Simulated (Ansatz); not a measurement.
GeSb4Te7:
```cif
data_GeSb4Te7
_chemical_formula_sum 'Ge1 Sb4 Te7'
_space_group_name_H-M_alt 'P-3m1'
_space_group_IT_number 164
_space_group_name_Hall '-P 3 2"'
_cell_length_a 4.27305
_cell_length_b 4.27305
_cell_length_c 24.25439
_cell_angle_alpha 90.000
_cell_angle_beta 90.000
_cell_angle_gamma 120.000
loop_
_atom_site_label
_atom_site_type_symbol
_atom_site_symmetry_multiplicity
_atom_site_Wyckoff_symbol
_atom_site_fract_x
_atom_site_fract_y
_atom_site_fract_z
_atom_site_occupancy
Ge1 Ge 1 b 0.00000 0.00000 0.50000 1
Sb1 Sb 2 d 0.33333 0.66667 0.08181 1
Sb2 Sb 2 d 0.33333 0.66667 0.34822 1
Te1 Te 2 d 0.66667 0.33333 0.15193 1
Te2 Te 2 c 0.00000 0.00000 0.27834 1
Te3 Te 2 d 0.66667 0.33333 0.43086 1
Te4 Te 1 a 0.00000 0.00000 0.00000 1
```

Relaxed at zero pressure with DFT-r²SCAN+D4 in the program Ansatz with PAW potentials.

Question: The volume is lowered by 3 % and shape and atoms relax at that volume. What pressure results, and how do the axes share the change?

Answer: 1.0 GPa; a -0.6 %, b -0.6 %, c -1.8 %; the energy rises by 3 meV/atom.

Question: Give the new structure.

Answer: 
Space group P-3m1 (No. 164); a = b = 4.2476 Å, c = 23.8091 Å, α = β = 90.00°, γ = 120.00°

```tsv
atom	site	symmetry	x	y	z
Ge	1b	-3m.	0.0000	0.0000	0.5000
Sb	2d	3m.	0.3333	0.6667	0.0829
Sb	2d	3m.	0.3333	0.6667	0.3463
Te	2d	3m.	0.6667	0.3333	0.1545
Te	2c	3m.	0.0000	0.0000	0.2750
Te	2d	3m.	0.6667	0.3333	0.4301
Te	1a	-3m.	0.0000	0.0000	0.0000
```

The phase is kept; no other phase was compared at this pressure.

The workflow started from a Materials Project entry (that database holds measured and hypothetical structures alike); the Crystallography Open Database copy checked does not list it. Whether it is the stable phase at ambient conditions was not checked. Symmetry was held in the r²SCAN+D4 relaxation; whether a distortion lowers the energy is not shown. Scalar-relativistic: spin–orbit coupling is off unless named, which matters more the heavier the elements.

Potentials: the later of the program's two PAW sets.
